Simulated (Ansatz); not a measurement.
KI:
```
KI
1.0
    0.00000     3.57194     3.57194
    3.57194     0.00000     3.57194
    3.57194     3.57194     0.00000
K I
1 1
Direct
  0.00000   0.00000   0.00000
  0.50000   0.50000   0.50000
```

Relaxed with HSE06. Special points in fractions of this cell's reciprocal vectors: Γ (0.000, 0.000, 0.000); X (0.500, 0.000, 0.500); U (0.625, 0.250, 0.625); K (0.375, 0.375, 0.750); L (0.500, 0.500, 0.500); W (0.500, 0.250, 0.750).

**Question.** List the band energies nearest the valence-band maximum at these points for the program Ansatz at the HSE06 level (PAW).

**Answer.** In eV from the valence-band maximum; about four levels below and three above (degenerate sets whole), none deeper than 8.9 eV; points with the same levels are listed once.

| k | below | above |
|---|---|---|
| Γ | 0.00 0.00 0.00 | 4.88 7.65 7.65 7.65 |
| X | -1.01 -0.38 -0.38 | 5.98 6.75 9.44 |
| U | -0.87 -0.75 -0.38 | 6.64 7.63 8.63 |
| L | -1.31 -0.32 -0.32 | 6.45 8.79 9.17 9.17 |
| W | -0.73 -0.73 -0.59 | 7.51 7.51 7.66 |

Space group Fm-3m (rock salt). The cell was relaxed with HSE06 under the symmetry of its start. The hybrid was solved on a coarse mesh, the path and, where they were found, the r²SCAN edge points; its band edges are the extreme levels among these. Scalar-relativistic: spin–orbit coupling is off unless named, which matters more the heavier the elements.

Potentials: the later of the program's two PAW sets.
